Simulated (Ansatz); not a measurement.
Calculated with Ansatz: Zr$_{2}$Rh, relaxation

The input file (Ansatz 0.2.0, plane waves):

```yaml
crystal:
  lattice:
    - [-3.21561492, 3.21561492, 2.7745569]
    - [3.21561492, -3.21561492, 2.7745569]
    - [3.21561492, 3.21561492, -2.7745569]
  atoms:
    - { symbol: Rh, position: [0.25, 0.25, 0.0] }
    - { symbol: Rh, position: [0.75, 0.75, 0.0] }
    - { symbol: Zr, position: [0.6667, 0.1667, 0.8334] }
    - { symbol: Zr, position: [0.1667, 0.3333, 0.5] }
    - { symbol: Zr, position: [0.3333, 0.8333, 0.1666] }
    - { symbol: Zr, position: [0.8333, 0.6667, 0.5] }
  symmetry: { tolerance: 0.0003 }
kpoints:
  mp_grid: { grid: [6, 6, 6], shift: [0, 0, 0] }
magnetization:
  spin_polarized: false
scf:
  occupations: { method: cold, width: 0.012 }
  lower_state_search: "off"
hamiltonian:
  pseudopotentials: { kind: paw }
  xc: pbesol
basis:
  ecutwfc: 420
  fft_grid_basis: typed
relax:
  max_steps: 60
  cell: { p_target: 0.0 }
  f_tol: 0.03
output:
  forces: true
  stress: true
  eigenvalues: true
  bader: true
  populations: true
  elf: true
  write_potential: true
  volumetric_format: npy
  dos:
    e_range: [-12, 8]
    de: 0.05
    projected: { site_lists: { Rh: [Rh], Zr: [Zr] } }
  write_density: true
checkpoint:
  read: saved_state
```

Run with:

```bash
ansatz run input.yaml --threads 2 --pin off --max-ram 3584MiB --backend cpu --events-out ev --progress --plain --runs-dir out
```

Origin of the cell: a database entry, scaled a little.

The saved state is a converged single point of the same cell.

Steps («new basis» is an SCF on plane waves selected anew at the same cell):

| step | ΔF (meV/atom) | max force component (eV/Å) | P (GPa) | volume (Å³) | SCF iterations | step was |
| --- | --- | --- | --- | --- | --- | --- |
| 1 | 0.0 | 0.152 | 1.16 | 114.76 | 5 | accepted |
| 2 | 14.4 | 0.487 | -1.87 | 115.80 | 7 | rejected |
| 3 | -2.0 | 0.019 | -0.22 | 115.39 | 9 | accepted |
| 4 | -2.1 | 0.001 | -0.11 | 115.26 | 4 | accepted |
| 5 | -2.2 | 0.004 | -0.02 | 115.14 | 6 | accepted |
| 6 | -2.2 | 0.003 | 0.03 | 115.07 | 5 | accepted |
| 7 | -2.2 | 0.001 | 0.00 | 115.11 | 6 | accepted |
| 8 | -2.2 | 0.001 | 0.00 | 115.11 | 4 | new basis |

Step 1, with forces in eV/Å:

```xyz
6
Lattice="-3.216 3.216 2.775 3.216 -3.216 2.775 3.216 3.216 -2.775" Properties=species:S:1:pos:R:3:forces:R:3 pbc="T T T" step=1
Rh    0.000    0.000    1.387    0.000    0.000    0.000
Rh    0.000    0.000    4.162    0.000    0.000    0.000
Zr    1.072    4.288    0.000   -0.152   -0.152    0.000
Zr    2.144    1.072    0.000    0.152   -0.152    0.000
Zr    2.144   -1.072    2.775    0.152    0.152    0.000
Zr    1.072    2.144    2.775   -0.152    0.152    0.000
```

Step 3, with forces in eV/Å:

```xyz
6
Lattice="-3.223 3.223 2.776 3.223 -3.223 2.776 3.223 3.223 -2.776" Properties=species:S:1:pos:R:3:forces:R:3 pbc="T T T" step=3
Rh    0.000    0.000    1.388    0.000    0.000    0.000
Rh    0.000    0.000    4.165    0.000    0.000    0.000
Zr    1.060    4.283    0.000   -0.019   -0.019    0.000
Zr    2.164    1.060    0.000    0.019   -0.019    0.000
Zr    2.164   -1.060    2.776    0.019    0.019    0.000
Zr    1.060    2.164    2.776   -0.019    0.019    0.000
```

Step 4, with forces in eV/Å:

```xyz
6
Lattice="-3.223 3.223 2.774 3.223 -3.223 2.774 3.223 3.223 -2.774" Properties=species:S:1:pos:R:3:forces:R:3 pbc="T T T" step=4
Rh    0.000    0.000    1.387    0.000    0.000    0.000
Rh    0.000    0.000    4.162    0.000    0.000    0.000
Zr    1.058    4.280    0.000   -0.001   -0.001    0.000
Zr    2.165    1.058    0.000    0.001   -0.001    0.000
Zr    2.165   -1.058    2.774    0.001    0.001    0.000
Zr    1.058    2.165    2.774   -0.001    0.001    0.000
```

Step 8, with forces in eV/Å:

```xyz
6
Lattice="-3.227 3.227 2.764 3.227 -3.227 2.764 3.227 3.227 -2.764" Properties=species:S:1:pos:R:3:forces:R:3 pbc="T T T" step=8
Rh    0.000    0.000    1.382    0.000    0.000    0.000
Rh    0.000    0.000    4.146    0.000    0.000    0.000
Zr    1.058    4.284    0.000   -0.001   -0.001    0.000
Zr    2.169    1.058    0.000    0.001   -0.001    0.000
Zr    2.169   -1.058    2.764    0.001    0.001    0.000
Zr    1.058    2.169    2.764   -0.001    0.001    0.000
```

```
Free energy lowered by  : 2.2 meV/atom
Volume change           : 0.31 %
Final pressure          : 0.00 GPa
Relaxation steps listed : 8
```

Caveats: no moments, though an odd count or open d shells may carry them; the relaxation held the start's symmetry, so the end may be a saddle point.

Time: 55 s on 2 threads of Arm Neoverse V2 (shared host), peak memory 0.5 GiB, from a saved density.
